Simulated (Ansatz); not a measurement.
# How far is PAW off for Bi₂Te₃?

```
Bi Te
1.0
     2.19300    1.26613   10.16567
    -2.19300    1.26613   10.16567
     0.00000   -2.53226   10.16567
Bi Te
2 3
Cartesian
  0.0000 0.0000 12.1988
  0.0000 0.0000 18.2982
  0.0000 0.0000 0.0000
  0.0000 0.0000 6.3891
  0.0000 0.0000 24.1079
```

Atoms are numbered in the order listed.

The cell is COD entry 9011962, as deposited and not checked against the literature; nothing was relaxed.

Spin–orbit coupling is left out, though it moves levels of the heavy atoms by tenths of an eV or more.

Levels of theory: DFT, PBEsol, PAW with Ansatz's default frozen-core files, scalar-relativistic (Ansatz 0.2.0); DFT, PBEsol, all-electron PAW with datasets made for the crystal, scalar-relativistic (Ansatz 0.2.0); DFT, PBEsol, all-electron LAPW, scalar-relativistic (Ansatz 0.2.0).

For PAW: a Γ-centred 7×7×7 k mesh, Fermi–Dirac smearing of 0.08 eV, cutoff 420 eV, no spin polarisation; the PAW files were made with PBE, and the program remakes their frozen cores for this functional. The crystal-made all-electron datasets (AE datasets) take a cutoff of 240 eV at this cell. LAPW targets a basis error of 1 meV/atom. The Ansatz runs share mesh, smearing and spin set-up. Plane-wave (PAW) pressures include the program's estimate of the Pulay term.

Stress and pressure are positive in compression.

No spin–orbit coupling: at heavy atoms the gradients can be off by tens of per cent for that reason.

Levels count from the top of the valence band.

```csv
quantity,PAW,AE datasets,LAPW
pressure (GPa),-0.60,-0.58,-0.58
stress xx (GPa),-0.50,-0.48,-0.48
stress zz (GPa),-0.80,-0.79,-0.78
"force on Bi1, z (eV/Å)",0.045,0.045,0.045
"force on Te4, z (eV/Å)",0.114,0.113,0.113
band gap (eV),0.238,0.238,0.238
highest filled level at H0 (eV),-0.772,-0.772,-0.772
lowest empty level at H0 (eV),1.175,1.175,1.175
highest filled level at T (eV),-0.460,-0.460,-0.460
lowest empty level at T (eV),0.819,0.819,0.819
highest filled level at L (eV),-0.504,-0.504,-0.504
lowest empty level at L (eV),0.538,0.538,0.537
field gradient Vzz at Bi1 (10²¹ V/m²),2.33,2.30,–
field gradient Vzz at Te3 (10²¹ V/m²),9.78,9.75,–
field gradient Vzz at Te4 (10²¹ V/m²),1.13,1.13,–
```

PAW's pressure differs from the LAPW value by -0.02 GPa.
